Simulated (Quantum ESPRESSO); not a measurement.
ZnAl2F8, a curve over strain

Computed values, not a measurement. The program is pw.x of Quantum ESPRESSO 7.5 (plane-wave density functional theory). The cell is made up: 11 atoms on a rutile lattice with one site empty, with randomly drawn elements, strain and displacements, not relaxed. PseudoDojo standard norm-conserving files (v0.5 for PBE, v0.4.1 for LDA and PBEsol) set the functional; there is no spin polarisation, spin-orbit coupling or dispersion term, and the masses in the input are unused placeholders.

Seven runs add a strain to one cell (the same linear strain along x, y and z); the atoms follow the cell and are not relaxed. Stress in the table is positive in tension.

Input of the run at +0.0051:

```
&control calculation='scf', pseudo_dir='./dojo.nc.sr.pbe.v0_5.standard.upf', outdir='./o', disk_io='low', tprnfor=.true., tstress=.true. /
&system ibrav=0, nat=11, ntyp=3, nbnd=47, ecutwfc=84.00895049, nosym=.true., tot_charge=0,
 occupations='smearing', smearing='fd', degauss=0.0018374661
/
&electrons conv_thr=7.350e-09, electron_maxstep=60, /
ATOMIC_SPECIES
Al 1.0 Al.upf
F 1.0 F.upf
Zn 1.0 Zn.upf
CELL_PARAMETERS angstrom
4.904 0.0 0.0
0.0 4.904 0.0
0.0 0.0 6.5387
ATOMIC_POSITIONS angstrom
Zn -0.0357 0.0337 -0.0719
Al 2.4406 2.3028 1.816
Al 0.0516 -0.0183 3.099
F 1.4634 1.4826 -0.0167
F 3.4229 3.3457 0.004
F 3.9387 1.0589 1.5985
F 0.8583 3.9389 1.5876
F 1.4367 1.4325 3.2425
F 3.5042 3.3247 3.0896
F 3.832 1.073 4.9514
F 1.0777 3.9605 5.0463
K_POINTS automatic
5 5 4 1 1 1
```

| added strain | free energy less that of the input shown (eV) | stress xx (GPa) | stress yy (GPa) | stress zz (GPa) | stress xy (GPa) | pressure (GPa) | next band up at Gamma (eV) | iterations |
| --- | --- | --- | --- | --- | --- | --- | --- | --- |
| -0.0240 | -1.3687 | 10.93 | 10.51 | 22.49 | 3.32 | -14.65 | 2.364 | 12 |
| -0.0211 | -1.2492 | 11.41 | 10.99 | 22.86 | 3.33 | -15.09 | 2.314 | 12 |
| -0.0073 | -0.6273 | 13.36 | 12.93 | 24.29 | 3.33 | -16.86 | 2.082 | 12 |
| +0.0051 | 0.0000 | 14.72 | 14.29 | 25.18 | 3.30 | -18.06 | 1.877 | 12 |
| +0.0083 | 0.1709 | 15.02 | 14.58 | 25.36 | 3.30 | -18.32 | 1.825 | 12 |
| +0.0135 | 0.4558 | 15.46 | 15.02 | 25.61 | 3.28 | -18.69 | 1.742 | 12 |
| +0.0249 | 1.1089 | 16.24 | 15.81 | 25.98 | 3.23 | -19.34 | 1.566 | 13 |

A cubic fit gives a slope of stress xx against the added strain of 107 GPa at zero added strain, with the atoms clamped. Across the table the free energy follows the integral of the stress to within 2.6 meV. A rerun of one of the cells at 1437 eV and a 7 x 7 x 6 mesh moved values by no more than 0.004 eV in energy, 0.02 GPa in stress and 0.002 eV/Å in force. The band column is the level of band 42 at Gamma less that of band 41, whose number is half the electron count, rounded up; it comes from a band step after each run.